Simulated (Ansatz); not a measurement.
ReNCl₄:
```cif
data_Cl4NRe
_chemical_formula_sum 'Re1 N1 Cl4'
_space_group_name_H-M_alt 'P 1'
_space_group_IT_number 1
_cell_length_a 6.21303
_cell_length_b 6.21303
_cell_length_c 6.21303
_cell_angle_alpha 95.985
_cell_angle_beta 95.985
_cell_angle_gamma 142.323
loop_
_space_group_symop_operation_xyz
  'x, y, z'
loop_
_atom_site_label
_atom_site_type_symbol
_atom_site_fract_x
_atom_site_fract_y
_atom_site_fract_z
_atom_site_occupancy
Re1 Re 0.98478 0.98478 0.00000 1
N1 N 0.57011 0.57011 0.00000 1
Cl1 Cl 0.81054 0.99890 0.66442 1
Cl2 Cl 0.14612 0.81054 0.81164 1
Cl3 Cl 0.33448 0.14612 0.33558 1
Cl4 Cl 0.99890 0.33448 0.18836 1
```

Relaxed with r²SCAN+D4.

Which orbitals make up the states near the band edges in plane-wave PAW r²SCAN+D4 (Ansatz code)?

Top 1 eV of the valence band: Cl 3p 88 %, N 2p 9 %. Bottom 1 eV of the conduction band: Re 5d 54 %, Cl 3p 44 %. Projections are on Löwdin-orthogonalised atomic valence shells; empty p or d shells of many metals are not among them.

Tabulate the density of states.

States/eV per cell of 6 atoms, in 0.25 eV bins, energy from the valence-band maximum.

```
E (eV)  total  Cl 3p  Re 5d  N 2p
------  -----  -----  -----  ----
-7.86    0.00   0.00   0.00  0.00
-7.61    0.00   0.00   0.00  0.00
-7.36    0.00   0.00   0.00  0.00
-7.11    0.00   0.00   0.00  0.00
-6.86    0.00   0.00   0.00  0.00
-6.61    0.00   0.00   0.00  0.00
-6.36    0.00   0.00   0.00  0.00
-6.11    0.00   0.00   0.00  0.00
-5.86    0.40   0.02   0.14  0.19
-5.61    1.17   0.08   0.41  0.56
-5.36    0.61   0.06   0.20  0.28
-5.11    0.64   0.09   0.20  0.27
-4.86    0.82   0.23   0.22  0.25
-4.61    7.40   3.47   2.14  1.08
-4.36    9.99   4.95   3.31  0.93
-4.11    6.29   2.68   2.17  0.94
-3.86    3.71   1.35   1.34  0.85
-3.61    6.85   3.37   2.62  0.69
-3.36    4.62   1.93   1.92  0.66
-3.11    2.59   0.79   1.14  0.59
-2.86    2.18   1.22   0.23  0.61
-2.61    4.83   4.09   0.19  0.40
-2.36    7.44   6.43   0.22  0.55
-2.11    3.78   2.82   0.10  0.70
-1.86    1.31   0.95   0.02  0.29
-1.61    2.70   2.44   0.06  0.12
-1.36    6.14   5.72   0.12  0.20
-1.11    6.32   5.67   0.19  0.35
-0.86    8.30   7.10   0.22  0.84
-0.61   10.45   9.18   0.20  0.92
-0.36   10.61   9.05   0.29  1.15
-0.11   10.83   9.93   0.21  0.63
0.14     0.00   0.00   0.00  0.00
0.39     0.00   0.00   0.00  0.00
0.64     0.00   0.00   0.00  0.00
0.89     0.00   0.00   0.00  0.00
1.14     0.15   0.06   0.09  0.00
1.39     3.92   1.70   2.15  0.02
1.64     3.93   1.79   2.07  0.02
1.89     0.00   0.00   0.00  0.00
2.14     0.00   0.00   0.00  0.00
2.39     0.00   0.00   0.00  0.00
2.64     0.00   0.00   0.00  0.00
2.89     0.00   0.00   0.00  0.00
3.14     3.89   0.79   1.66  1.35
3.39     2.53   0.40   1.08  0.97
3.64     1.91   0.22   0.82  0.80
3.89     1.68   0.15   0.72  0.75
4.14     1.89   0.12   0.82  0.88
4.39     2.98   0.16   1.29  1.43
4.64     3.40   1.04   1.55  0.57
4.89     5.87   2.58   2.68  0.07
5.14     1.10   0.21   0.50  0.13
5.39     0.57   0.11   0.25  0.08
5.64     0.52   0.10   0.21  0.08
5.89     0.53   0.10   0.21  0.09
```

Space group I4. The first step of the workflow began from a Materials Project structure, measured or hypothetical; the Crystallography Open Database copy checked does not list it. Its standing as an ambient phase is unchecked. The cell was relaxed with r²SCAN+D4 under the symmetry of its start; whether a distortion lowers the energy is not shown. The run is not spin-polarised. Spin–orbit coupling is left out wherever it is not named.

Potentials: the later of the program's two PAW sets.
